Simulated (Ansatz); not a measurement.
Computed with Ansatz 0.2.0, DFT PBE, scalar-relativistic, plane waves, PAW. Settings: cutoff 420 eV, Γ-centred meshes spaced at most about 0.3 Å⁻¹, and about 0.25 Å⁻¹ or finer for metals (2π included), Gaussian smearing. No spin polarisation in the final relaxations.

These are static total energies at zero pressure.

Compare these two cells of GaSi₃S₂, each relaxed at this level.

A.

Space group P-3m1 (No. 164). a = 4.752 Å, b = 4.752 Å, c = 5.390 Å, α = 90.00°, β = 90.00°, γ = 120.00°
| atom | site | symmetry | x | y | z |
| --- | --- | --- | --- | --- | --- |
| Ga | 1b | -3m. | 0.0000 | 0.0000 | 0.5000 |
| Si | 2d | 3m. | 0.3333 | 0.6667 | 0.7405 |
| Si | 1a | -3m. | 0.0000 | 0.0000 | 0.0000 |
| S | 2d | 3m. | 0.3333 | 0.6667 | 0.1488 |

B.

Space group Cmmm (No. 65). a = 6.795 Å, b = 8.058 Å, c = 4.090 Å, α = 90.00°, β = 90.00°, γ = 90.00°
```csv
atom,site,symmetry,x,y,z
Ga,2c,mmm,0.5000,0.0000,0.5000
Si,2d,mmm,0.0000,0.0000,0.5000
Si,4f,..2/m,0.2500,0.2500,0.5000
S,4i,m2m,0.5000,0.7216,0.0000
```

**Question.** Which would you expect to be lower, and how large is the difference?

**Answer.** B is lower, by 77 meV/atom. A has space group P-3m1 (No. 164), 17.6 Å³/atom and no gap on its mesh; B has space group Cmmm (No. 65), 18.7 Å³/atom and no gap. Counting S or Si atoms around Ga (for each partner element, those within 1.25 times its shortest distance or 1.15 times the sum of covalent radii, where it is the nearest in units of that sum or under 1.3), A has Ga 8 and B has Ga 4. The lower one is the more open, so pressure narrows the difference. Even the lower one lies +0.31 eV/atom against the reference forms of the elements (uncorrected), so neither is stable at this level. Both come from invented guesses.

In P-3m1, Cmmm an odd number of electrons in the primitive cell allows no gap without spin; a larger cell or a magnetic state could open one. A magnetic state wasn't ruled out in cells without spin, among them P-3m1, Cmmm. Cells relaxed within their symmetry can be saddle points.
